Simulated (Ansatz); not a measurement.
HfC:
```xyz
2
Lattice="0.0000 2.4979 2.4979 2.4979 0.0000 2.4979 2.4979 2.4979 0.0000" Properties=species:S:1:pos:R:3 pbc="T T T"
Hf     0.0000     0.0000     0.0000
C      1.2490     1.2490     1.2490
```

Relaxed with PBEsol. Special points in fractions of this cell's reciprocal vectors: Γ (0.000, 0.000, 0.000); X (0.500, 0.000, 0.500); U (0.625, 0.250, 0.625); K (0.375, 0.375, 0.750); L (0.500, 0.500, 0.500); W (0.500, 0.250, 0.750).

### Question
List the band energies nearest the valence-band maximum at these points for DFT-PBEsol with spin–orbit coupling in the program Ansatz with PAW potentials.

### Answer
In eV from the valence-band maximum; about four levels below and three above (degenerate sets whole), none deeper than 8.9 eV; points with the same levels are listed once.

```json
[
 {"k": "Γ", "below": "-2.50 -2.50 -2.50 -2.50 -2.41 -2.41", "above": "3.28 3.28 3.52 3.52 3.52 3.52"},
 {"k": "X", "below": "-0.49 -0.49 0.00 0.00", "above": "0.44 0.44 4.35 4.35"},
 {"k": "U", "below": "-1.55 -1.07 -0.73 -0.63", "above": "0.45 0.55 3.86"},
 {"k": "L", "below": "-1.90 -1.90 -1.81 -1.81", "above": "3.74 3.74 4.31 4.31"},
 {"k": "W", "below": "-2.13 -2.12 -0.36 -0.08", "above": "0.08 0.36 3.32"}
]
```

Space group F-43m (zinc blende). The start of the workflow was typed in or built on a structure type; neither database checked (COD, Materials Project) lists it. It is not the phase usual at ambient conditions (space group No. 225). The cell was relaxed with PBEsol under the symmetry of its start; whether a distortion lowers the energy is not shown. No spin polarisation was allowed.

Potentials: the later of the program's two PAW sets.
